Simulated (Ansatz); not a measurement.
Relaxed-ion elastic tensor of SiO$_{2}$ in space group P4_12_12 (No. 92; Si on 4a, O on 8b) in GPa (Voigt order), plane-wave PAW r²SCAN (Ansatz code); density 2.32 g/cm³, 14.33 Å³ per atom.

|  | 1 | 2 | 3 | 4 | 5 | 6 |
|---|---|---|---|---|---|---|
| 1 | 58.1 | 4.4 | -8.9 | 0.0 | 0.0 | 0.0 |
| 2 | 4.4 | 58.1 | -8.9 | 0.0 | 0.0 | 0.0 |
| 3 | -8.9 | -8.9 | 46.8 | 0.0 | 0.0 | 0.0 |
| 4 | 0.0 | 0.0 | 0.0 | 75.3 | 0.0 | 0.0 |
| 5 | 0.0 | 0.0 | 0.0 | 0.0 | 75.3 | 0.0 |
| 6 | 0.0 | 0.0 | 0.0 | 0.0 | 0.0 | 27.9 |

Question: Is the crystal mechanically stable?

Answer: Yes: the smallest eigenvalue of C is 27.9 GPa.

Question: Work out the Voigt, Reuss and Hill averages.

Answer: K_V = 15.1, K_R = 14.4, K_H = 14.8; G_V = 47.5, G_R = 37.7, G_H = 42.6 GPa.

Question: Give Young's modulus, Poisson's ratio, Pugh's ratio and the universal anisotropy index.

Answer: E = 9KG/(3K + G) = 65.1 GPa; ν = -0.24; K/G = 0.35 (brittle by the Pugh limit of 1.75); A_U = 5G_V/G_R + K_V/K_R − 6 = 1.34.

Question: Estimate the sound speeds and the Debye temperature.

Answer: v_l = √((K + 4G/3)/ρ) = 5550 m/s, v_t = √(G/ρ) = 4280 m/s, mean 4580 m/s; Θ = (h/k)(3n/4πV)^(1/3) v_m = 561 K.

Question: Solve the Christoffel equation for the three sound speeds along x, y, z.

Answer: Eigenvalues of C_ijkl n_j n_l equal ρv² (piezoelectric stiffening left out). In km/s, slowest first: x 3.46, 5.00, 5.70; y 3.46, 5.00, 5.70; z 4.49, 5.70, 5.70.

Question: How much does each axis shrink under pressure?

Answer: Linear compressibilities β_i = Σ_j S_ij (j = 1 to 3): x 20, y 20, z 29 per TPa.

The r²SCAN relaxation kept the symmetry of its start; phonons on a q-mesh show no instability.

Potentials: the later of the program's two PAW sets.
